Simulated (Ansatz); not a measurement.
## BaAlF4: input and output

The input, for Ansatz 0.2.0 (plane waves, PAW):

```yaml
crystal:
  lattice:
    - [3.593209, 0.0, 0.0]
    - [0.0, 3.593209, 0.0]
    - [0.0, 0.0, 6.19339]
  atoms:
    - { symbol: Ba, position: [0.5, 0.5, 0.5] }
    - { symbol: Al, position: [0.0, 0.0, 0.0] }
    - { symbol: F, position: [0.5, 0.0, 0.0] }
    - { symbol: F, position: [0.0, 0.5, 0.0] }
    - { symbol: F, position: [0.0, 0.0, 0.277] }
    - { symbol: F, position: [0.0, 0.0, 0.723] }
  symmetry: { tolerance: 0.0003 }
kpoints:
  mp_grid: { grid: [9, 9, 6], shift: [0, 0, 0] }
  band_path:
    path:
      - [0.0, 0.0, 0.0]
      - [0.0, 0.5, 0.0]
      - [0.5, 0.5, 0.0]
      - [0.0, 0.0, 0.0]
      - [0.0, 0.0, 0.5]
      - [0.0, 0.5, 0.5]
      - [0.5, 0.5, 0.5]
      - [0.0, 0.0, 0.5]
      - [0.0, 0.5, 0.0]
      - [0.0, 0.5, 0.5]
      - [0.5, 0.5, 0.0]
    npoints: 6
magnetization:
  spin_polarized: false
scf:
  occupations: { method: fermi_dirac }
  lower_state_search: "off"
  max_iter: 200
hamiltonian:
  pseudopotentials: { kind: paw }
  xc: pbe
basis:
  ecutwfc: 420
  fft_grid_basis: typed
output:
  forces: true
  stress: true
  eigenvalues: true
  bader: true
  populations: true
  elf: true
  write_potential: true
  volumetric_format: npy
  dos:
    e_range: [-12, 8]
    de: 0.05
    projected: { site_lists: { Al: [Al], Ba: [Ba], F: [F] } }
checkpoint:
  read: saved_state
```

The run starts from an earlier solution of this cell. 

Output (shortened):

```
SCF iter   1: F=—  Δρ=1.83e-3  dr2=6.08e-3
SCF iter   2: F=—  Δρ=1.12e-3  dr2=3.07e-3
SCF iter   3: F=—  Δρ=4.87e-4  dr2=4.22e-4
SCF iter   4: F=—  Δρ=2.31e-4  dr2=1.42e-4
SCF iter   5: F=—  Δρ=1.14e-4  dr2=1.24e-5
SCF iter   6: F=—  Δρ=7.89e-5  dr2=3.46e-6
SCF iter   7: F=—  Δρ=2.04e-5  dr2=2.74e-7
SCF iter   8: F=-9727.8221 eV  Δρ=4.60e-6  dr2=2.46e-8
Free energy (F): -9727.8221 eV
Harris-Foulkes:  -9727.8221 eV  (|F-HF|=2.09e-8)
Internal energy: -9727.7716 eV  (E = F + TS)
E sigma→0 (E₀):  -9727.7968 eV
Entropy (-TS):   -0.0505 eV (-8.408 meV/atom)
Fermi energy:    12.3003 eV
--- Per-component energies (eV) ---
  E_band       = -127.5882
  E_kinetic    = 1036.4418
  E_local      = -2683.1442  (includes V_loc(G=0)·N_el)
  E_nonlocal   = 361.5082
  E_hartree    = 1022.4305
  E_xc         = -532.0814
  E_vxc        = -580.7025  (∫ρ·V_xc dr)
  E_paw        = -6497.8812  (= ΣΔE_a)
  E_vpaw       = -306.5630  (= ΣTr[D̂ρ^β])
  E_aug_tail   = 0.0083  (compensation charges beyond the density's cutoff)
  E_ewald      = -2435.0536
  E_smearing   = -0.0505  (= −TS)
--- Forces (eV/Å), atoms counted from 1 ---
  atom   1  Ba     0.0000     0.0000     0.0000
  atom   2  Al     0.0000     0.0000     0.0000
  atom   3  F      0.0000     0.0000     0.0000
  atom   4  F      0.0000     0.0000     0.0000
  atom   5  F      0.0000     0.0000     1.3326
  atom   6  F      0.0000     0.0000    -1.3326
--- Stress (GPa, compression-positive) ---
       11.6119       0.0000       0.0000
        0.0000      11.6119       0.0000
        0.0000       0.0000      15.6527
  P = ⅓ Tr σ = 12.9588 GPa (129.588 kbar)
--- Löwdin populations: 6 sites ---
  site symbol       q [e]
     0     Ba      8.1726
     1     Al      1.6297
     2      F      7.4841
     3      F      7.4841
     4      F      7.5975
     5      F      7.5975
  spilling = 0.0252 (of n_electrons = 41.0000)
--- Bader charges: 6 sites ---
  site symbol  charge [e]  shift [e]
     0     Ba      0.9966     0.0000
     1     Al      2.6121     0.0027
     2      F     -0.9151     0.0007
     3      F     -0.9150     0.0007
     4      F     -0.8893     0.0007
     5      F     -0.8893     0.0007
```

Origin: a known structure type with other elements, at an estimated volume, so it need not be a known compound. Caveats: odd electron count without spin polarisation, so a magnetic state may lie lower.
